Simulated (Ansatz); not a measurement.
All numbers below come from DFT PBE, scalar-relativistic, plane waves, PAW (Ansatz). All cells share a 420 eV cutoff and Γ-centred k meshes spaced at most about 0.3 Å⁻¹ (about 0.25 or finer for metals, 2π included). No spin polarisation in the final relaxations.

These are static total energies at zero pressure. All come from trial cells, and lower structures may exist.

Question: Order these relaxed structures of TaAl₄ by energy, lowest first, with the energy over the lowest of them.
A.

```xyz
5
Lattice="5.0756 0.0000 0.0000 0.0000 5.0756 0.0000 0.0000 0.0000 5.0756" Properties=species:S:1:pos:R:3 pbc="T T T"
Ta    2.5378    2.5378    2.5378
Al    0.0000    2.5378    2.5378
Al    2.5378    0.0000    2.5378
Al    2.5378    2.5378    0.0000
Al    0.0000    0.0000    0.0000
```

B.

```xyz
10
Lattice="5.3875 0.0000 0.0000 0.0000 5.3875 0.0000 0.0000 0.0000 6.3772" Properties=species:S:1:pos:R:3 pbc="T T T"
Ta    2.6938    2.6938    0.0000
Ta    0.0000    0.0000    0.0000
Al    3.7154    4.3659    1.9205
Al    4.3659    1.6721    1.9205
Al    1.0217    1.6721    4.4567
Al    4.3659    3.7154    4.4567
Al    3.7154    1.0217    4.4567
Al    1.6721    4.3659    4.4567
Al    1.6721    1.0217    1.9205
Al    1.0217    3.7154    1.9205
```

C.

```xyz
5
Lattice="-3.1184 3.1184 2.8968 3.1184 -3.1184 2.8968 3.1184 3.1184 -2.8968" Properties=species:S:1:pos:R:3 pbc="T T T"
Ta    0.0000    0.0000    5.6736
Al    1.4739   -1.4739    1.4793
Al   -1.4739    1.4739    1.4793
Al    1.4739    1.4739    1.4793
Al    1.6445    1.6445   -1.4174
```

D.

```xyz
5
Lattice="-1.8188 1.8188 6.6660 1.8188 -1.8188 6.6660 1.8188 1.8188 -6.6660" Properties=species:S:1:pos:R:3 pbc="T T T"
Ta    0.0000    0.0000    0.0000
Al    0.0000    0.0000    5.4067
Al    1.8188    0.0000    3.3330
Al    0.0000    1.8188    3.3330
Al    0.0000    0.0000    7.9254
```

Answer: B (0 meV/atom), C (39 meV/atom), D (95 meV/atom), A (769 meV/atom). Forms: B P4/nbm; C I4mm; D I4/mmm; A Pm-3m. Counting all near atoms (those within 1.25 times the shortest distance at each site; a plus sign parts nearer from farther groups; a slash parts the counts of unlike sites): B has Ta 8, Al 8+2; C has Ta 8, Al 6; D has Ta 8, Al 8/9; A has Ta 6, Al 2/12+8. Even the lowest lies +0.22 eV/atom against the elements.

These runs have no spin–orbit coupling, which can matter for Ta. A magnetic state wasn't ruled out in cells without spin, among them Pm-3m. Cells relaxed within their symmetry can be saddle points. Some types were kept out of the candidates beforehand, so the set may lack a known form.
